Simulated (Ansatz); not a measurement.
Relaxed Ge (diamond):

```xyz
2
Lattice="0.0000 2.8811 2.8811 2.8811 0.0000 2.8811 2.8811 2.8811 0.0000" Properties=species:S:1:pos:R:3 pbc="T T T"
Ge     2.8811     2.8811     2.8811
Ge     4.3217     4.3217     4.3217
```

The atoms are displaced by Q × the pattern below (from a DFPT mode at Γ, largest move 1; Q in Å), at fixed cell. It is one choice among 3 degenerate patterns.

```tsv
atom	x	y	z
Ge1	0.000	0.000	-1.000
Ge2	0.000	0.000	1.000
```

These are PBE (plane waves to 420 eV, PAW, scalar-relativistic; Ansatz, a quantum-chemistry and plane-wave program) values and carry that method's errors. k mesh 14×14×14 (Γ-centred), Fermi-Dirac smearing 0.05 eV. The energy includes the smearing's −TS. With partly filled bands, energies and forces of such displacements shift with the k mesh and the smearing. Ge was relaxed with its symmetry unable to fall. The PAW data are Ansatz's earlier set. The zero of ΔE is the undisplaced structure.

### Question
Estimate the ΔE (meV/cell) for Q (Å) = -0.100, -0.067, -0.017, 0.067, 0.083, 0.100.

### Answer
```tsv
Q (Å)	ΔE (meV/cell)
-0.100	197
-0.067	88
-0.017	5
0.067	88
0.083	137
0.100	197
```

(A displaced cell: forces are minus the slopes of the energy, force constants its curvatures, and phonons follow from these.)
